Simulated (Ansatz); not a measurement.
CdS (wurtzite)

```
CdS
1.0
    4.19659     0.00000     0.00000
   -2.09830     3.63436     0.00000
    0.00000     0.00000     6.83017
Cd S
2 2
Cartesian
  0.00000   2.42290   6.82448
  2.09830   1.21145   3.40939
  0.00000   2.42290   2.56564
  2.09830   1.21145   5.98072
```

E(V) scan at fixed shape, V₀ the volume above. The atoms relax within the cell's symmetry.

Level of theory: PBE (plane waves to 420 eV, PAW, scalar-relativistic; Ansatz, a first-principles code). k mesh 9×9×5 (Γ-centred), Fermi-Dirac smearing 0.05 eV. Stress and pressure are positive under compression. CdS was relaxed with its symmetry unable to fall. The PAW data are Ansatz's earlier set.

At one point of the scan the stress tensor (GPa) is:

```
   13.8      0.0      0.0
    0.0     13.8      0.0
    0.0      0.0     13.9
```

Task: Which point is it?
(A) V/V₀ = 0.960
(B) V/V₀ = 0.920
(C) V/V₀ = 0.880
(D) V/V₀ = 0.840

Result: D, V/V₀ = 0.840

(A scan under strain: stresses follow from slopes of the energy per volume, elastic moduli from its curvatures.)
